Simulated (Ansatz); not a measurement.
An Ansatz input:

```yaml
crystal:
  lattice:
    - [2.8178944496, 0.0, 0.0]
    - [0.0, 2.8178944496, 0.0]
    - [0.0, 0.0, 2.8178944496]
  atoms:
    - { symbol: Zr, position: [0.0, 0.0, 0.0], spin: -0.057 }
hamiltonian:
  xc: r2scan
  pseudopotentials:
    kind: paw
    azcp:
      Zr: "pseudopotentials/Zr.paw.azcp"
basis:
  ecutwfc: 500
  fft_grid_basis: typed
kpoints:
  mp_grid: { grid: [18, 18, 18], shift: [0, 0, 0] }
magnetization:
  spin_polarized: true
scf:
  occupations: { method: fermi_dirac, width: 0.05 }
output:
  stress: true
```

Output

```
Engine: ansatz 0.2.0, aarch64-unknown-linux-gnu
Pseudopotentials: kind: paw
Pseudopotential: Zr, paw, valence charge 12, recommended cutoff 500 eV (meta_gga) 
Functional definition: r2SCAN
  parameter k0 = 0.174
  parameter k1 = 0.065
  parameter a1 = 4.9479
  exchange = r2scan_x(k0 = k0, k1 = k1, a1 = a1)
  correlation = r2scan_c
Crystal: 1 atoms, lattice volume = 22.376 Å³
Basis set: ecut = 500 eV, 587 PW (Γ), exchange–correlation on 96×96×96 points (64 copies of the dense FFT grid, shifted against one another)
Bands: 11, of which v1, the nominal top of the filled ones, is band 6 counted from 1 (5 counted from 0)
Symmetry: 48 space group operations
Space group: Pm-3m (ITA 221), of the structure as read, at distance tolerance 2.8e-5 Å
Magnetic group: BNS 221.92 (UNI 1594), of the structure as read, at distance tolerance 2.8e-5 Å
k-points: 220 of 5832
Non-local potential: Zr, projectors of the file, l = 0: 3, l = 1: 2, l = 2: 2, l = 3: 2
PAW form: soft (Blöchl's): semilocal exchange-correlation on the pseudo side does not see the compensation charge
PAW frozen core: Zr, regenerated for the run's functional (the file was generated under x = pbe(κ = 0.804, μ = 0.2195149727645171), c = pbe(β = 0.06672455060314922))
PAW one-centre angular grid: Zr, 590 points (default); XC on 160 Gauss nodes
Initial density: superposition of atomic densities (chi_scale 0.1, normalization cell)
Starting moments: Σ|m| = 0.057 μB on 1 of 1 site
Initial wavefunctions: pseudopotential atomic-orbital guess
Functional: x = r2scan, c = r2scan; τ floored in thin density (d = 2e-4 eV/Å³)
iter 1 solved again at ethr=1.22e-3 eV; its pass at ethr=3.10e-3 eV (dr2=1.46e-1 eV) is discarded
SCF iter   1: F=—  HF=-4193.749611 eV  |F-HF|=—  |Δ(HF+E_count)|=         —  Δρ=1.56e-2 (↑1.48e-2 ↓1.56e-2)  dr2=1.84e-1  dr2_τ=2.16e-3  dr2_m=4.82e-5  M=-0.050 μB ∫|m|=0.050 μB  β_m=1.00  ethr=1.22e-3  ⟨swp⟩=2.1  Hψ=38896  notcnv=0
Mixer restart at iter 1: flushing history
SCF iter   2: F=—  HF=-4193.828143 eV  |F-HF|=—  |Δ(HF+E_count)|=         —  Δρ=1.07e-2 (↑1.05e-2 ↓1.07e-2)  dr2=6.82e-2  dr2_τ=4.66e-4  dr2_m=2.06e-5  M=-0.038 μB ∫|m|=0.038 μB  β_m=1.00  ethr=1.22e-3  ⟨swp⟩=2.8  Hψ=8697  notcnv=0
Mixer restart at iter 2: flushing history
...
SCF iter  17: F=—  HF=-4194.025874 eV  |F-HF|=—  |Δ(HF+E_count)|=   1.68e-8  Δρ=7.88e-8 (↑6.01e-8 ↓7.88e-8)  dr2=7.32e-13  dr2_τ=1.03e-13  dr2_m=4.45e-13  M=0.000 μB ∫|m|=0.000 μB  β_m=1.00  ethr=1.00e-12  ⟨swp⟩=3.5  Hψ=10884  notcnv=0  defer=64  κ⁻¹=4.0e-7(r=8)
SCF iter  18: F=—  HF=-4194.025874 eV  |F-HF|=—  |Δ(HF+E_count)|=  1.90e-10  Δρ=2.86e-7 (↑2.78e-7 ↓2.86e-7)  dr2=4.12e-14  dr2_τ=1.73e-12  dr2_m=1.63e-11  M=0.000 μB ∫|m|=0.000 μB  β_m=1.00  ethr=1.00e-12  ⟨swp⟩=1.0  Hψ=14192  notcnv=0  κ⁻¹=1.9e-7(r=8)
SCF iter  19: F=-4194.025874 eV  HF=-4194.025874 eV  |F-HF|=1.82e-12  |Δ(HF+E_count)|=  2.03e-10  Δρ=1.14e-8 (↑9.18e-9 ↓1.14e-8)  dr2=1.68e-14  dr2_τ=3.05e-15  dr2_m=1.69e-14  M=-0.000 μB ∫|m|=0.000 μB  ethr=1.00e-12  ⟨swp⟩=2.7  Hψ=9894  notcnv=0
SCF 1 converged in 19 iterations: F = -4194.025874 eV  dr2 = 1.68e-14
WARN: the starting moments were not kept: the SCF closed with an absolute magnetisation of 1.1e-6 μB, where they sum to 0.057 μB in size (1 site). That is at most 0.1 of that sum. Measured as dr2_m measures the in/out step, that magnetisation stands 2.3e-13 eV from none, at or under the dr2_threshold of 1.0e-7 eV: it is no larger than a step whose dr2_m would equal this threshold. The system may hold no moment; this SCF shows only that its start led to no more than that. To try another start: raise the starting moments (crystal.atoms[].spin, magnetization.per_species, magnetization.initial_magnetization, or on a non-collinear deck that types none of these the spinor_matrix: blocks that start its atoms; where the total moment is fixed, keep their sum and leave initial_magnetization as it is; typed ones take the place of any that the run laid by itself, positive ones on a crystal's lanthanoids without a Hubbard term where scf.initial_density.shell_occupations: [] is typed) or, if the notice of its spin-set hold's release reads "site moments contracting" or "site moments show no strong build", lengthen the hold (scf.mixing.spin_hold: { on: { confirm: 4 } }; for m-r²SCAN on two components see the key's manual first). Each may lead to a state that holds a moment. A second SCF, from the converged charge density, with the starting moments and any scf.initial_density.shell_occupations laid on it anew, would have followed, and was not run: the deck does not ask for one (magnetization.retry_lost_moments is false, the default). To let it run, set magnetization.retry_lost_moments: true and run the deck again, where that key's refused combinations let it; where memory then withholds it, that run's warning says so.
this state was not tested for a lower state beside it, because the mixer in use, unlike msr1, does not test its closes by its own steps (another_mixer; see scf.mixing.algorithm and scf.lower_state_search)
SCF converged after 19 iterations
Magnetization: -0.0000 μB (6.0000 up, 6.0000 down)
Absolute magnetization: 0.0000 μB (∫|ρ↑−ρ↓|, with the PAW one-centre terms)
Spin contamination: 0.0000 ħ² per cell (⟨S²⟩ above its minimum at these occupations)
Per-site moments (μB) at R_I (Å): [(-7.45421708189e-7, 1.16238146046)]
Free energy (F): -4194.025874 eV
Harris-Foulkes:  -4194.025874 eV  (|F-HF|=1.82e-12)
Internal energy: -4194.013054 eV  (E = F + TS)
E sigma→0 (E₀):  -4194.019464 eV
Entropy (-TS):   -0.012820 eV (-12.820 meV/atom)
Fermi energy:    14.428414 eV
--- Per-component energies (eV) ---
  E_band       = -98.326115
  E_kinetic    = 335.389565
  E_local      = -645.095375  (includes V_loc(G=0)·N_el)
  E_nonlocal   = 82.343147
  E_hartree    = 205.051627
  E_xc         = -155.722269
  E_vxc        = -211.596203  (∫ρ·V_xc dr)
  E_paw        = -2971.901680  (= ΣΔE_a)
  E_vpaw       = -82.205255  (= ΣTr[D̂ρ^β])
  E_aug_tail   = 0.000010  (compensation charges beyond the density's cutoff)
  E_vtau       = 12.734739  (kinetic-family band-sum trace: ∫τ·v_τ [+ j·A + Jᵃ·Aᵃ] dr)
  E_ewald      = -1043.913339
  E_core_change = -0.164742  (= ΣΔE_core)
  E_smearing   = -0.012820  (= −TS)
  E_closure    = 0.000000  (closes the sum)
  Σ components = -4194.025874   (vs F -4194.025874, Δ=0.00e0)
--- Stress (GPa, compression-positive) ---
        7.443244       0.000000       0.000000
       -0.000000       7.443244       0.000000
        0.000000       0.000000       7.443244
  P = ⅓ Tr σ = 7.4432 GPa (74.432 kbar)
```
